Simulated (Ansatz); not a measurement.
Relaxed HfN (rock salt):

```
CELL_PARAMETERS angstrom
      0.00000     2.27394     2.27394
      2.27394     0.00000     2.27394
      2.27394     2.27394     0.00000
ATOMIC_POSITIONS crystal
  N  0.00000 0.00000 0.00000
  Hf 0.50000 0.50000 0.50000
```

These are PBE (plane waves to 420 eV, PAW, scalar-relativistic; Ansatz, a program for electronic structure) values and carry that method's errors. k mesh 14×14×14 (Γ-centred), Fermi-Dirac smearing 0.05 eV. With partly filled bands, energies and forces of such displacements shift with the k mesh and the smearing. HfN is run without spin polarisation. HfN was relaxed with its symmetry unable to fall. Spin-orbit coupling is left out, though Hf is heavy.

One atom of the cell was then moved (with its periodic images), all else fixed, and the forces (eV/Å) came out as:

```
atom     Fx     Fy      Fz
----  -----  -----  ------
N1    0.000  0.000  -1.013
Hf2   0.000  0.000   1.013
```

With two atoms only their relative shift counts; take N1 as fixed.

Problem. Which atom was moved, and by which vector (Å)?

Solution. Hf2, by (0.00, 0.00, -0.09), 0.09 Å in all.

(For displaced atoms, the force is minus the slope of the energy, and its curvature is a force constant, which sets phonon frequencies.)
